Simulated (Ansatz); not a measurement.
Consider the following.

Starting cell, SiO$_{2}$ (alpha-quartz type, space group P3_121):

```yaml
crystal:
  lattice:
    - [5.02210, 0.00000, 0.00000]
    - [-2.51105, 4.34927, 0.00000]
    - [0.00000, 0.00000, 5.51028]
  atoms:
    - { symbol: Si, position: [0.47672, 0.00000, 0.33333] }
    - { symbol: Si, position: [0.00000, 0.47672, 0.66667] }
    - { symbol: Si, position: [0.52328, 0.52328, 0.00000] }
    - { symbol: O, position: [0.41453, 0.25539, 0.20512] }
    - { symbol: O, position: [0.74461, 0.15915, 0.53845] }
    - { symbol: O, position: [0.84085, 0.58547, 0.87179] }
    - { symbol: O, position: [0.15915, 0.74461, 0.46155] }
    - { symbol: O, position: [0.25539, 0.41453, 0.79488] }
    - { symbol: O, position: [0.58547, 0.84085, 0.12821] }
```

The atoms are displaced by Q × the pattern below (from a DFPT mode at Γ, largest move 1; Q in Å), at fixed cell. It is one choice among 2 degenerate patterns.

```csv
atom,x,y,z
Si1,0.000,-0.588,-0.121
Si2,-0.117,-0.386,0.060
Si3,0.117,-0.386,0.060
O4,-0.356,0.668,-0.615
O5,0.487,0.614,0.621
O6,0.019,-0.089,-0.006
O7,0.356,0.668,-0.615
O8,-0.019,-0.089,-0.006
O9,-0.487,0.614,0.621
```

Computed with PBE (plane waves to 420 eV, PAW, scalar-relativistic; Ansatz, a first-principles code). k mesh 8×8×6 (Γ-centred), Fermi-Dirac smearing 0.05 eV. The energy includes the smearing's −TS. SiO2 was relaxed with its symmetry unable to fall. ΔE is measured from the undisplaced structure.

The scan covers Q from -0.180 to 0.180 Å in 13 points.

Is the energy the same for equal positive and negative displacements?

Even: the same for both signs.

Which space group does the distorted structure have?

P1 (No. 1), lowered from P3_121.

What is the energy change at Q = 0.180 Å?

5975 meV/cell.

What harmonic wavenumber does the curvature at Q = 0 give?

1029 cm⁻¹.

(A displaced cell: forces are minus the slopes of the energy, force constants its curvatures, and phonons follow from these.)
